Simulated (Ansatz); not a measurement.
## Property card for GeSe

GeSe:
```xyz
2
Lattice="3.6871 0.0000 0.0000 -1.8435 3.1931 0.0000 0.0000 0.0000 3.6358" Properties=species:S:1:pos:R:3 pbc="T T T"
Ge     0.0000     0.0000     0.0000
Se     1.8435     1.0644     1.8179
```

Space group P-6m2 (No. 187); conventional cell a = b = 3.687 Å, c = 3.636 Å, α = β = 90.00°, γ = 120.00°.

Method: DFT-PBEsol in the program Ansatz with PAW potentials. The cell and atoms are relaxed at this level. Other levels are named where they apply.

Cell and energy:

```json
{
 "volume_per_atom": "21.40 Å³",
 "density": "5.88 g/cm³",
 "Formation energy from the elements (no fitted shifts)": "-0.073 eV/atom"
}
```

Electronic structure:

```json
{
 "electronic_character": "metallic (no gap)",
 "Density of states at the Fermi level": "0.30 states/eV per atom (mean over ±0.08 eV)"
}
```

Mechanics:

```json
{
  "Bulk modulus (Birch–Murnaghan fit)": "54.0 GPa",
  "Pressure derivative B′": "5.3",
  "Elastic constants (relaxed ions, GPa)": "C11 = 69.3, C12 = 44.0, C13 = 42.5, C33 = 170, C44 = 19.9",
  "mechanical_stability": "stable (all eigenvalues of C positive)",
  "hill_bulk_and_shear_moduli": "59.1 and 20.1 GPa",
  "Young's modulus": "54.1 GPa",
  "Poisson's ratio": "0.35",
  "debye_temperature_from_the_elastic_constants": "223 K"
}
```

Phonons:

```json
{
 "highest_zone_centre_frequency": "118 cm⁻¹",
 "zone_centre_stability": "unstable, softest mode 118i cm⁻¹"
}
```

The cell is a constructed one: a structure type filled with these elements; neither database checked (COD, Materials Project) lists it. It is not the phase usual at ambient conditions (space group No. 62). Symmetry was held in the PBEsol relaxation. As this level gives no gap, shear constants depend on the k-mesh and smearing (Fermi–Dirac, 0.1 eV here). As this level gives no gap, phonon frequencies hold no LO–TO term and depend on the k-mesh and smearing (Fermi–Dirac, 0.1 eV here). On the denser mesh and wider smearing of the elastic run this cell carries a stress of 0.3 GPa. The references are the lowest solids computed at this level, not always the standard phases. Spin–orbit coupling is left out wherever it is not named.

Potentials: the later of the program's two PAW sets.
